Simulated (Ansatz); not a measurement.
In3GaAs4, ordered on the zincblende lattice (I-42m) with 8 atoms a cell, relaxed with r2SCAN. Space group I-42m (No. 121), tetragonal; conventional cell a = 6.000 Å, c = 11.981 Å, 26.95 Å³ an atom. Ga is surrounded by 4 As at 2.47 Å; As is surrounded by 1 Ga at 2.47 Å and 3 In at 2.63–2.65 Å; In is surrounded by 4 As at 2.63 Å; In is surrounded by 4 As at 2.65 Å.

```cif
data_structure
_symmetry_space_group_name_H-M 'I-42m'
_symmetry_Int_Tables_number 121
_cell_length_a 5.9996
_cell_length_b 5.9996
_cell_length_c 11.9809
_cell_angle_alpha 90.000
_cell_angle_beta 90.000
_cell_angle_gamma 90.000
_cell_volume 431.25
loop_
_atom_site_label
_atom_site_type_symbol
_atom_site_symmetry_multiplicity
_atom_site_Wyckoff_symbol
_atom_site_fract_x
_atom_site_fract_y
_atom_site_fract_z
_atom_site_occupancy
Ga1 Ga 2 a 0.00000 0.00000 0.00000 1
As1 As 8 i 0.23709 0.23709 0.11992 1
In1 In 4 d 0.00000 0.50000 0.25000 1
In2 In 2 b 0.50000 0.50000 0.00000 1
```

The questions ask for values computed with the plane-wave code Ansatz on this geometry. The calculation is non-magnetic, and the structure need not be a phase that has been made.

Given (6×6×6 mesh): With PBE the gap closes, the bands meeting at Γ.

**Question.** What does PBE+SOC give for the gap (6×6×6 mesh)?

**Answer.** With PBE+SOC the gap is 0.02 eV and direct, at Γ. (This is within a few times the smearing of 0.02 eV, so the filling near the edges can be smeared.)

**Question.** What does r2SCAN give for the gap (6×6×6 mesh)?

**Answer.** With r2SCAN the gap is 0.23 eV and direct, at Γ.

**Question.** Estimate the gap with HSE06 on 4×4×4.

**Answer.** HSE06 gives a direct gap of 0.52 eV at Γ.

**Question.** What do these levels agree on?

**Answer.** The levels disagree on the kind of gap: direct with PBE+SOC, r2SCAN, HSE06; zero gap with PBE.

Only the levels marked +SOC include spin-orbit coupling.

Gaps under 0.1 eV (PBE+SOC) can't be told from a closed one: the bands may be in normal order or already inverted, which a gap's size doesn't show.
